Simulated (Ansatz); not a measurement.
The cell is a 12-atom cell of ZrSn3O8 built on tetragonal HfO2 (relaxed group Pmm2); cell and atoms were relaxed with r2SCAN. Space group Pmm2 (No. 25), orthorhombic; a = 3.516 Å, b = 7.236 Å, c = 5.395 Å in the conventional setting, 11.44 Å³ an atom. Zr has 8 O at 2.01–2.46 Å; Sn has 8 O at 2.02–2.55 Å; O has 3 Sn at 2.01–2.44 Å and 1 Zr at 2.08 Å; O has 2 Sn at 2.04 Å and 2 Zr at 2.46 Å; O has 2 Zr at 2.01 Å and 2 Sn at 2.50 Å; O has 3 Sn at 2.02–2.58 Å and 1 Zr at 2.45 Å; Sn has 8 O at 2.01–2.58 Å; O has 4 Sn at 2.03–2.45 Å (further sites aren't listed).

```
CELL_PARAMETERS angstrom
3.51608 0.00000 0.00000
0.00000 7.23594 0.00000
0.00000 0.00000 5.39494
ATOMIC_POSITIONS crystal
Zr 0.50000 0.00000 0.50325
Sn 0.00000 0.75118 0.00598
O 0.50000 0.74750 0.31938
O 0.00000 0.00000 0.18557
O 0.00000 0.00000 0.68331
O 0.50000 0.75708 0.82061
Sn 0.50000 0.50000 0.48906
Sn 0.00000 0.24882 0.00598
O 0.50000 0.25250 0.31938
O 0.00000 0.50000 0.17298
O 0.00000 0.50000 0.67389
O 0.50000 0.24292 0.82061
```

4 runs of the plane-wave code Ansatz on this cell differ in the functional (and in the settings that go with it). Levels are in eV from each run's valence top; v1 is the last filled band, c1 the first empty one.

Run A, mean stress -2.3 GPa (compression positive):
```tsv
point	v5	v3	v1	c1	c2	c3
Γ	-0.61	-0.33	-0.14	4.00	6.07	6.99
X	-0.60	-0.38	0.00	6.99	7.18	7.47
S	-0.78	-0.40	-0.37	6.64	7.38	7.51
Y	-0.72	-0.64	-0.38	5.42	5.83	7.08
Z	-1.26	-1.12	-0.09	5.86	6.37	7.33
U	-1.17	-0.62	-0.45	7.33	7.35	8.21
```

Run B, mean stress +7.1 GPa (compression positive):
```tsv
point	v5	v3	v1	c1	c2	c3
Γ	-0.53	-0.31	-0.05	1.82	3.73	4.55
X	-0.52	-0.32	-0.03	4.55	4.73	5.01
S	-0.71	-0.36	-0.30	4.23	4.90	5.01
Y	-0.62	-0.54	-0.34	3.18	3.51	4.62
Z	-1.19	-1.01	0.00	3.55	4.00	4.85
U	-1.07	-0.61	-0.34	4.87	4.89	5.71
```

Run C, mean stress -2.2 GPa (compression positive):
```tsv
point	v5	v3	v1	c1	c2	c3
Γ	-0.60	-0.34	-0.14	3.28	5.31	6.23
X	-0.60	-0.38	0.00	6.23	6.41	6.70
S	-0.78	-0.40	-0.37	5.87	6.62	6.74
Y	-0.71	-0.64	-0.38	4.68	5.08	6.31
Z	-1.26	-1.12	-0.09	5.10	5.61	6.56
U	-1.16	-0.62	-0.45	6.56	6.58	7.43
```

Run D, mean stress 0.0 GPa (compression positive):
```tsv
point	v5	v3	v1	c1	c2	c3
Γ	-0.53	-0.29	-0.06	2.40	4.31	5.20
X	-0.52	-0.32	0.00	5.20	5.32	5.58
S	-0.70	-0.34	-0.30	4.83	5.55	5.68
Y	-0.60	-0.53	-0.33	3.74	4.10	5.26
Z	-1.19	-1.03	0.00	4.14	4.60	5.51
U	-1.07	-0.58	-0.35	5.45	5.52	6.27
```

Problem. Match the runs to PBE, r2SCAN, HSE06, PBE0.

Solution. A is PBE0, B is PBE, C is HSE06, D is r2SCAN. In order of the gap: PBE 1.82, r2SCAN 2.40, HSE06 3.28, PBE0 4.00 eV. The stress vanishes for r2SCAN, which relaxed the cell.

All values are calculated for a non-magnetic cell, which may be hypothetical.

No spin-orbit coupling is included; it can move band edges with weight on the heavy atoms by tenths of an eV.

The stress of a hybrid is loosely converged in these runs.

The meshes of the hybrids are coarse, so their gaps aren't converged to the digits shown.
